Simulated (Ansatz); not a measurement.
SiC (CsCl type, Pm-3m) under volume change, the program Ansatz at the PBE level (PAW), scaled uniformly.

```json
[
 {"V (Å³/atom)": "8.377", "E − E(relaxed) (meV/atom)": "47.3", "P (GPa)": "19.94"},
 {"V (Å³/atom)": "8.653", "E − E(relaxed) (meV/atom)": "19.8", "P (GPa)": "12.16"},
 {"V (Å³/atom)": "8.929", "E − E(relaxed) (meV/atom)": "…", "P (GPa)": "…"},
 {"V (Å³/atom)": "9.205", "E − E(relaxed) (meV/atom)": "0.0", "P (GPa)": "0.00"},
 {"V (Å³/atom)": "9.481", "E − E(relaxed) (meV/atom)": "…", "P (GPa)": "…"},
 {"V (Å³/atom)": "9.757", "E − E(relaxed) (meV/atom)": "15.3", "P (GPa)": "-8.27"},
 {"V (Å³/atom)": "10.034", "E − E(relaxed) (meV/atom)": "32.5", "P (GPa)": "-11.49"}
]
```

Task: Some entries are withheld; supply them.

Result: 
- 8.929, E − E(relaxed) (meV/atom): 4.7
- 8.929, P (GPa): 5.60
- 9.481, E − E(relaxed) (meV/atom): 4.2
- 9.481, P (GPa): -4.63

Task: What does a third-order Birch–Murnaghan fit give for V₀, B₀ and B′?

Result: V₀ = 9.21 Å³/atom, B₀ = 166 GPa, B′ = 5.0.

A made-up cell: these elements were put on the sites of a structure type; neither database checked (COD, Materials Project) lists it. It is not the phase usual at ambient conditions (space group No. 186, 216). The cell was relaxed with PBE under the symmetry of its start; its stability against distortions is not shown here.

Potentials: the earlier of the program's two PAW sets.
